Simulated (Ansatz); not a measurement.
Given:

CuS:
```
CELL_PARAMETERS angstrom
      1.87842    -3.27669     0.00000
      1.87842     3.27669     0.00000
      0.00000     0.00000    16.31923
ATOMIC_POSITIONS crystal
  Cu 0.66184 0.33816 0.60731
  Cu 0.33816 0.66184 0.39269
  Cu 0.33816 0.66184 0.10731
  Cu 0.66184 0.33816 0.89269
  Cu 0.63122 0.36878 0.25000
  Cu 0.36878 0.63122 0.75000
  S  0.99591 0.00409 0.56441
  S  0.00409 0.99591 0.43559
  S  0.00409 0.99591 0.06441
  S  0.99591 0.00409 0.93559
  S  0.70019 0.29981 0.75000
  S  0.29981 0.70019 0.25000
```

This is the r²SCAN-relaxed structure.

**Question.** All from the program Ansatz at the r²SCAN level (PAW), unless another level is named. Predict the electronic character.

**Answer.** metallic (no gap).

**Question.** Give the formation energy from the elements (no fitted shifts).

**Answer.** -0.29 eV/atom.

**Question.** Give the density of states at the Fermi level.

**Answer.** 0.28 states/eV per atom (mean over ±0.08 eV).

Space group Cmcm. The first step of the workflow began from a Materials Project structure, measured or hypothetical; the Crystallography Open Database files this formula in space group No. 63, but the cells were not matched. Whether it is the stable phase at ambient conditions was not checked. Symmetry was held in the r²SCAN relaxation; its stability against distortions is not shown here. The run is not spin-polarised. The references are the lowest solids computed at this level, not always the standard phases.

Potentials: the earlier of the program's two PAW sets.
